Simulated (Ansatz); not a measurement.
A distorted cell of ScIr (CsCl type):

```
CELL_PARAMETERS angstrom
      6.32414     0.00000     0.00000
      0.00000     3.16207     0.00000
      0.00000     0.00000     3.16207
ATOMIC_POSITIONS crystal
  Sc 0.22786 0.50000 0.50000
  Sc 0.77214 0.50000 0.50000
  Ir 0.00000 0.00000 0.00000
  Ir 0.50000 0.00000 0.00000
```

All values below come from LDA (plane waves to 420 eV, PAW, scalar-relativistic; Ansatz, an electronic-structure program). k mesh 8×15×15 (Γ-centred), Fermi-Dirac smearing 0.05 eV. Stress and pressure are positive under compression. With partly filled bands, energies and forces of such displacements shift with the k mesh and the smearing. ScIr is run without spin polarisation. ScIr was relaxed with its symmetry unable to fall. Spin-orbit coupling is left out, though Ir is heavy.

### Question
What forces act on the atoms (eV/Å, Cartesian)?

### Answer
| atom | Fx | Fy | Fz |
|---|---|---|---|
| Sc1 | 2.964 | 0.000 | 0.000 |
| Sc2 | -2.964 | 0.000 | 0.000 |
| Ir3 | 0.000 | 0.000 | 0.000 |
| Ir4 | 0.000 | 0.000 | 0.000 |

(A displaced cell: forces are minus the slopes of the energy, force constants its curvatures, and phonons follow from these.)
